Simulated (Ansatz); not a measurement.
YHSe:
```xyz
3
Lattice="3.7637 0.0000 0.0000 -1.8819 3.2595 0.0000 0.0000 0.0000 3.8146" Properties=species:S:1:pos:R:3 pbc="T T T"
Y      0.0000     0.0000     0.0000
H      0.0000     2.1730     0.0000
Se     1.8819     1.0865     1.9073
```

Relaxed with LDA.

Task: Give the optical modes at the zone centre with their infrared and Raman activity from DFPT, the program Ansatz at the LDA level (PAW).

Result: Transverse frequencies, without the LO–TO term; a row sums one degenerate level.

```json
[
 {"ω (cm⁻¹)": "197", "degeneracy": "2", "IR ((D/Å)²/amu)": "4.18", "Raman (Å⁴/amu)": "27", "activity": "IR+Raman", "symmetry": "E'"},
 {"ω (cm⁻¹)": "216", "degeneracy": "1", "IR ((D/Å)²/amu)": "4.54", "Raman (Å⁴/amu)": "0", "activity": "IR", "symmetry": "A2''"},
 {"ω (cm⁻¹)": "705", "degeneracy": "1", "IR ((D/Å)²/amu)": "7.62", "Raman (Å⁴/amu)": "0", "activity": "IR", "symmetry": "A2''"},
 {"ω (cm⁻¹)": "1141", "degeneracy": "2", "IR ((D/Å)²/amu)": "84.68", "Raman (Å⁴/amu)": "40", "activity": "IR+Raman", "symmetry": "E'"}
]
```

Task: How high does the top mode go among those that the LO–TO term moves?

Result: 1229 cm⁻¹ for q along x, 1229 cm⁻¹ for q along y, 733 cm⁻¹ for q along z.

Space group P-6m2. The workflow started from a Materials Project entry (that database holds measured and hypothetical structures alike); the Crystallography Open Database copy checked does not list it. Whether it is the stable phase at ambient conditions was not checked. Symmetry was held in the LDA relaxation; phonons on a q-mesh show no instability. The run is not spin-polarised.

Potentials: the later of the program's two PAW sets.
